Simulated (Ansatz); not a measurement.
# Property card for Cu2Sb

Cu₂Sb:
```yaml
crystal:
  lattice:
    - [3.95747, 0.00000, 0.00000]
    - [0.00000, 3.95747, 0.00000]
    - [0.00000, 0.00000, 6.04452]
  atoms:
    - { symbol: Cu, position: [0.00000, 0.00000, 0.00000] }
    - { symbol: Cu, position: [0.50000, 0.50000, 0.00000] }
    - { symbol: Cu, position: [0.50000, 0.00000, 0.26400] }
    - { symbol: Cu, position: [0.00000, 0.50000, 0.73600] }
    - { symbol: Sb, position: [0.50000, 0.00000, 0.69776] }
    - { symbol: Sb, position: [0.00000, 0.50000, 0.30224] }
```

Space group P4/nmm (No. 129); conventional cell a = b = 3.957 Å, c = 6.045 Å, α = β = γ = 90.00°.

Method: DFT-PBEsol in the program Ansatz with PAW potentials. The cell and atoms are relaxed at this level. Other levels are named where they apply.

Cell and energy:

```json
{
  "volume_per_atom": "15.78 Å³",
  "density": "8.73 g/cm³",
  "Formation energy from the elements (no fitted shifts)": "0.006 eV/atom"
}
```

Electronic structure:

```json
{
  "electronic_character": "metallic (no gap)",
  "Density of states at the Fermi level": "0.30 states/eV per atom (mean over ±0.08 eV)",
  "Gap with spin–orbit coupling": "none (metallic)"
}
```

Mechanics:

```json
{
  "Bulk modulus (Birch–Murnaghan fit)": "108 GPa",
  "Pressure derivative B′": "5.1"
}
```

Phonons:

```json
{
  "highest_zone_centre_frequency": "198 cm^-1",
  "zone_centre_stability": "no imaginary mode at Γ"
}
```

The first step of the workflow began from a Materials Project structure, measured or hypothetical; the Crystallography Open Database files this formula in space group No. 129, but the cells were not matched. Its standing as an ambient phase is unchecked. The PBEsol relaxation kept the symmetry of its start. The run is not spin-polarised. As this level gives no gap, phonon frequencies hold no LO–TO term and depend on the k-mesh and smearing (Fermi–Dirac, 0.1 eV here). The references are the lowest solids computed at this level, not always the standard phases. Scalar-relativistic: spin–orbit coupling is off unless named, which matters more the heavier the elements.

Potentials: the later of the program's two PAW sets.
